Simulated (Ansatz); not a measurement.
## Na2PH11O8: 17O NMR of the central transition

Cell: a computed structure from the Materials Project (it need not be an observed phase), atoms as given.

Space group Pmn2_1 (No. 31); a = 7.1734, b = 6.4387, c = 9.3105 Å.

| site | Wyckoff | site symmetry | x | y | z |
| --- | --- | --- | --- | --- | --- |
| Na1 | 2a | m.. | 0.5000 | 0.5024 | 0.1526 |
| Na3 | 2a | m.. | 0.5000 | 0.4608 | 0.7285 |
| H5 | 2a | m.. | 0.5000 | 0.8983 | 0.6475 |
| H7 | 4b | 1 | 0.7137 | 0.2179 | 0.3595 |
| H11 | 4b | 1 | 0.6659 | 0.4515 | 0.3945 |
| H15 | 4b | 1 | 0.8885 | 0.8137 | 0.4565 |
| H19 | 4b | 1 | 0.7086 | 0.8518 | 0.2518 |
| H23 | 4b | 1 | 0.7472 | 0.8661 | 0.0847 |
| P | 2a | m.. | 0.5000 | 0.8531 | 0.4980 |
| O29 | 2a | m.. | 0.5000 | 0.6155 | 0.4844 |
| O31 | 4b | 1 | 0.6795 | 0.9552 | 0.4370 |
| O35 | 4b | 1 | 0.7320 | 0.3614 | 0.3248 |
| O39 | 2a | m.. | 0.0000 | 0.7224 | 0.4597 |
| O41 | 4b | 1 | 0.7303 | 0.7673 | 0.1647 |

One atom of each set is listed.

Method: Kohn–Sham DFT in Ansatz, PBE, plane waves and PAW, scalar-relativistic, 420 eV cutoff, Γ-centred 3×3×3 k-points, Fermi–Dirac smearing 0.02 eV.

17O has I = 5/2 and Q = -25.58 mb (Pyykkö 2018); at 11.7 T its Larmor frequency is ν₀ = 67.6 MHz. Only the quadrupole interaction is simulated: positions count from each site's isotropic chemical shift, and J coupling is left out, as are shift anisotropy and dipolar coupling, which fast spinning averages.

Q: What does the 17O spectrum (fast magic-angle spinning) show for each site?

A: 

```
site                                             first shell  C_Q (MHz)     η  P_Q (MHz)  δ_QIS (ppm)  breadth (kHz)
 O29  1 P at 1.54 Å; also 2 H at 1.80 Å, 2 Na at 2.48–3.17 Å      -4.89  0.07       4.89        -31.5           4.66
 O31                  1 P at 1.55 Å; also 4 H at 1.76–1.87 Å      -4.73  0.24       4.78        -30.0           4.61
 O35     2 H at 0.99 Å, angle 106°; also 2 Na at 2.41–2.48 Å       8.26  0.85       9.20         -111           16.9
 O39     2 H at 0.99 Å, angle 107°; also 2 Na at 2.31–2.46 Å       7.74  0.90       8.72       -100.0           15.1
 O41     2 H at 0.99 Å, angle 106°; also 2 Na at 2.38–2.50 Å       8.34  0.84       9.27         -113           17.2
```

δ_QIS = −(ν_Q²/30ν₀²)[I(I+1) − 3/4](1 + η²/3) × 10⁶ ppm with ν_Q = 3|C_Q|/[2I(2I−1)]; it falls as 1/B₀² in ppm, and the breadth as 1/B₀ in kHz.

The broadest static pattern spans 57 kHz. The table holds for spinning faster than that; slower spinning leaves sidebands.

At O29 and O31 V_zz points along its bond to P (within 2°) in each case.

Hardware: 1 thread of Intel Xeon Platinum 8488C (Sapphire Rapids) (x86_64; 16 cores open to the job, memory cap 2.5 GiB, no GPU), a shared host with a load of 0.3 a core. Wall time 47 s, CPU time 47 s, peak memory 0.89 GiB.
